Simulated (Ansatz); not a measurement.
This log comes from Ansatz, run on SnOS as a Janus 2H monolayer. Cell and atoms come from a relaxation with r2SCAN.

The cell given to it:
```cif
data_structure
_symmetry_space_group_name_H-M 'P 1'
_symmetry_Int_Tables_number 1
_cell_length_a 3.3272
_cell_length_b 3.3272
_cell_length_c 29.5066
_cell_angle_alpha 90.000
_cell_angle_beta 90.000
_cell_angle_gamma 120.000
_cell_volume 282.88
loop_
_atom_site_label
_atom_site_type_symbol
_atom_site_fract_x
_atom_site_fract_y
_atom_site_fract_z
_atom_site_occupancy
Sn1 Sn 0.33333 0.66667 0.31171 1
O1 O 0.66667 0.33333 0.34867 1
S1 S 0.66667 0.33333 0.25467 1
```
Periodic in the plane only; c spans the vacuum.

The log, with set-up remarks and timings taken out:
```
scf.n_extra_bands = 4 over 13 filled bands (N_el = 26.0): the run solves 17 bands
Functional definition: PBE
  parameter kappa = 0.804
  parameter beta = 0.06672455060314922
  exchange = pbe_x(kappa = kappa, mu = beta*pi^2/3)
  correlation = pbe_c(beta = beta)
Crystal: 3 atoms, lattice volume = 282.876 Å³
Basis set: ecut = 420 eV, 5619 PW (Γ)
Bands: 17, of which v1, the nominal top of the filled ones, is band 13 counted from 1 (12 counted from 0)
Symmetry: 6 space group operations
Space group: P3m1 (ITA 156)
k-points: 19 of 144 (time reversal used)
preconditioner: auto → LDOS  [σ=0.020 eV  ℏωp=11.3 eV  β→1.0]
SCF 1 converged in 8 iterations: F = -7492.503343 eV  dr2 = 4.27e-8
SCF converged after 8 iterations
Free energy (F): -7492.503343 eV
Internal energy: -7492.502249 eV  (E = F + TS)
E sigma→0 (E₀):  -7492.502796 eV
Entropy (-TS):   -0.001094 eV (-0.365 meV/atom)
Fermi energy:    -6.097550 eV
--- Forces (eV/Å), atoms counted from 1 ---
  atom   1  Sn      0.00000      0.00000      0.05856
  atom   2  O       0.00000      0.00000      0.40348
  atom   3  S       0.00000      0.00000    -0.46205
--- 2D stress c σ (N/m, compression-positive) ---
        1.851928       0.000000       0.000000
        0.000000       1.851928       0.000000
        0.000000       0.000000       0.000000
  P = ½ c Tr σ = 1.8519 N/m
--- Band table (eV; the first three rows and the last of 19) ---
  k-point 0: bands = […, -12.8465, -9.1943, -9.1943, -8.1820, -6.5554, -6.0641, -6.0641, -1.4392 (-1.4392°), -0.5910, 0.1163]
  k-point 1: bands = […, -12.8448, -9.5098, -9.2561, -8.1529, -6.7212, -6.1722, -6.0608, -1.1458 (-1.1459°), -0.5054, -0.0531]
  k-point 2: bands = […, -12.8880, -10.1109, -9.4258, -8.2172, -7.6040, -6.4324, -5.4448, -1.3224 (-1.3224°), -0.5504, -0.1499]
  k-point 18: bands = […, -13.9916, -12.1246, -10.5423, -10.1854, -9.1928, -7.0265, -4.1975, -3.1834, 0.6560, 1.2560]
```

Problem. Which of these blocks stood in the input: relax, gw, phonons, dielectric, magnetization (spin_orbit)?

Solution. None of them. A single point prints forces and stress when the output block asks for them.

Problem. Which k mesh was typed?

Solution. 12×12×1, Γ-centred.

Problem. How were the bands filled?

Solution. With smearing of width σ = 0.02 eV (Fermi-Dirac in this run).

With PBE the bands overlap by 0.06 eV (counted from 1, band 13 peaks at Γ and band 14 bottoms out at K–Γ (0.90 of the way from K)): no gap.

Run as `ansatz run input.yaml --threads 4 --pin off --max-ram 5529MiB --backend cpu --events-out ev --progress --plain --runs-dir out`. It took 8.6 s on 4 threads of Arm Neoverse N1, with other jobs on the host; peak host memory 0.55 GiB.

Spin-unpolarised throughout. Whether this structure exists isn't addressed.

Spin-orbit coupling is left out.

Where bands overlap, v1 and c1 are numbered by the electron count and aren't everywhere filled or empty.

Gaps or overlaps of about a tenth of an eV are at the limit of these meshes: between the points read a gap can be smaller or closed.
